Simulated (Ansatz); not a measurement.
YZnSi: how the free axis answers a strain

YZnSi, P-6m2, a = 4.081 Å, c = 4.076 Å. The structure is a Materials Project entry; whether it is the stable form wasn't checked. Ansatz: r2SCAN, PAW, 500 eV, Γ-centred 12×12×10 mesh on 3 atoms, Gaussian smearing 0.10 eV; no spin polarisation. Series: biaxial strain in the a-b plane, c and atoms relaxed; x is the strain in per cent. y is the change of c in per cent of 4.076 Å.

| x (%) | y (%) |
| --- | --- |
| -3.0 | ? |
| -2.0 | 0.97 |
| -1.0 | 0.48 |
| 0.0 | 0.00 |
| 1.0 | -0.49 |
| 2.0 | -0.98 |
| 3.0 | -1.48 |

Problem. Fit y = c1 x + c2 x² to the other rows, say what c1 measures, and predict the missing y.

Solution. Least squares on the rows shown. y = −0.4874 x − 0.001827 x². With no stress along c, c1 = −2C13/C33 = -0.487. At x = -3.0 the fit asked for gives 1.45 %. The run gave 1.50 %, so the fit is 0.05 % too low, 1.7 % of the span of the series, against an rms of 0.003 % on the fitted rows. The row lies outside the fitted range. With a term in x³ added, a fit to the same known rows predicts 1.46 %, no real gain.